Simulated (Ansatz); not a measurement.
Relaxed-ion elastic tensor of TiOs (CsCl type, Pm-3m) in GPa (Voigt order), DFT-PBEsol in the program Ansatz with PAW potentials; density 13.78 g/cm³, 14.35 Å³ per atom.

```
494  153  153  0.0  0.0  0.0
153  494  153  0.0  0.0  0.0
153  153  494  0.0  0.0  0.0
0.0  0.0  0.0  127  0.0  0.0
0.0  0.0  0.0  0.0  127  0.0
0.0  0.0  0.0  0.0  0.0  127
```

### Question
Is the crystal mechanically stable?

### Answer
Yes: the smallest eigenvalue of C is 127 GPa.

### Question
Work out the Voigt, Reuss and Hill averages.

### Answer
K_V = 267, K_R = 267, K_H = 267; G_V = 144, G_R = 141, G_H = 143 GPa.

### Question
Give Young's modulus, Poisson's ratio, Pugh's ratio and the universal anisotropy index.

### Answer
E = 9KG/(3K + G) = 363 GPa; ν = 0.27; K/G = 1.87 (ductile by the Pugh limit of 1.75); A_U = 5G_V/G_R + K_V/K_R − 6 = 0.11.

### Question
Estimate the sound speeds and the Debye temperature.

### Answer
v_l = √((K + 4G/3)/ρ) = 5760 m/s, v_t = √(G/ρ) = 3220 m/s, mean 3580 m/s; Θ = (h/k)(3n/4πV)^(1/3) v_m = 439 K.

### Question
Give the Zener ratio and Young's modulus along [100], [110] and [111].

### Answer
A = 2C44/(C11 − C12) = 0.74; 1/E = S11 − 2(S11 − S12 − S44/2)Γ with Γ = 0, 1/4, 1/3 gives 422, 347, 328 GPa.

The workflow started from a Materials Project entry (that database holds measured and hypothetical structures alike); the Crystallography Open Database files this formula in space group No. 221, but the cells were not matched. Its standing as an ambient phase is unchecked. The cell was relaxed with PBEsol under the symmetry of its start; of distortions, only those at the zone centre were tested. The run is not spin-polarised. As this level gives no gap, shear constants depend on the k-mesh and smearing (Fermi–Dirac, 0.1 eV here). Scalar-relativistic: spin–orbit coupling is off unless named, which matters more the heavier the elements.

Potentials: the later of the program's two PAW sets.
